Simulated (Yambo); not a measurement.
G0W0@PBEsol for Rb2SiF6 (space group Fm-3m, No. 225) in Yambo. Reference settings: 2×2×2 Γ-centred k mesh, 215 bands and a 7 Ry block in the screening, 215 bands in G with the Bruneval-Gonze terminator, plasmon pole fitted at 27.2 eV. The PBEsol gap Γ → Γ on this mesh is 7.39 eV; G0W0 gaps are taken between the same points.

The settings were changed. The gap went from 11.53 eV to 11.33 eV, and the shift of the valence edge from -2.81 eV to -2.42 eV.

### Question
What was changed between the two runs?
A. pole fitted at 40 eV
B. 1 Ry block
C. 139 bands in G, no terminator
D. 85 bands in G

### Answer
C, 139 bands in G, no terminator. The others gave (gap, valence shift): pole fitted at 40 eV: 11.55, -2.85 eV; 1 Ry block: 13.04, -4.31 eV; 85 bands in G: 11.57, -2.81 eV.

Geometry of the Materials Project entry, not relaxed at this level; primitive cell a = 5.9067 Å, b = 5.9067 Å, c = 5.9067 Å, α = 60.00°, β = 60.00°, γ = 60.00°.

The structure is a Materials Project entry; no match was found in the copy of COD used, and its stability was not checked.

A shift is the quasiparticle energy of the state minus its PBEsol energy.
